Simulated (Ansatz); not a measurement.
Ba2H3I: computed property card

Ba2H3I:
```cif
data_H3Ba2I
_chemical_formula_sum 'Ba2 H3 I1'
_space_group_name_H-M_alt 'P 1'
_space_group_IT_number 1
_cell_length_a 4.51146
_cell_length_b 4.51146
_cell_length_c 8.09544
_cell_angle_alpha 90.000
_cell_angle_beta 90.000
_cell_angle_gamma 120.000
loop_
_space_group_symop_operation_xyz
  'x, y, z'
loop_
_atom_site_label
_atom_site_type_symbol
_atom_site_fract_x
_atom_site_fract_y
_atom_site_fract_z
_atom_site_occupancy
Ba1 Ba 0.66667 0.33333 0.68401 1
Ba2 Ba 0.33333 0.66667 0.31599 1
H1 H 0.66667 0.33333 0.35675 1
H2 H 0.33333 0.66667 0.64325 1
H3 H 0.00000 0.00000 0.50000 1
I1 I 0.00000 0.00000 0.00000 1
```

Space group P-3m1 (No. 164); conventional cell a = b = 4.511 Å, c = 8.095 Å, α = β = 90.00°, γ = 120.00°.

Method: the program Ansatz at the r²SCAN level (PAW). Structure relaxed to zero pressure with the same functional. Other levels are named where they apply.

**Cell and energy**

```json
{
  "volume_per_atom": "23.78 Å³",
  "density": "4.71 g/cm³",
  "Formation energy from the elements (no fitted shifts)": "-1.06 eV/atom"
}
```

**Electronic structure**

```json
{
  "band_gap": "2.74 eV (indirect)",
  "valence_band_maximum": "at A",
  "conduction_band_minimum": "at L (3 equivalent valleys)",
  "smallest_direct_gap_on_the_standard_path": "3.13 eV",
  "electron_effective_mass": "0.34, 0.40, 1.2 mₑ (principal values)",
  "Electron effective mass with spin–orbit coupling": "0.34, 0.40, 1.2 mₑ (principal values)",
  "hole_effective_mass": "0.29, 0.29, 6.3 mₑ (principal values)",
  "Hole effective mass with spin–orbit coupling": "0.29, 0.29, 6.2 mₑ (principal values)",
  "HSE06 gap on the r²SCAN cell": "3.15 eV",
  "Gap with spin–orbit coupling": "2.74 eV"
}
```

**Mechanics**

```json
{
 "Bulk modulus (Birch–Murnaghan fit)": "29.1 GPa",
 "Pressure derivative B′": "4.3"
}
```

**Charges**

```json
{
  "bader_charges": "Ba +1.45, H -0.71 to -0.70, I -0.77 e"
}
```

The workflow started from a Materials Project entry (that database holds measured and hypothetical structures alike); the Crystallography Open Database copy checked does not list it. Whether it is the stable phase at ambient conditions was not checked. The r²SCAN relaxation kept the symmetry of its start; its stability against distortions is not shown here. The references are the lowest solids computed at this level, not always the standard phases (solids in place of the gases). Scalar-relativistic: spin–orbit coupling is off unless named, which matters more the heavier the elements.

Potentials: the later of the program's two PAW sets.
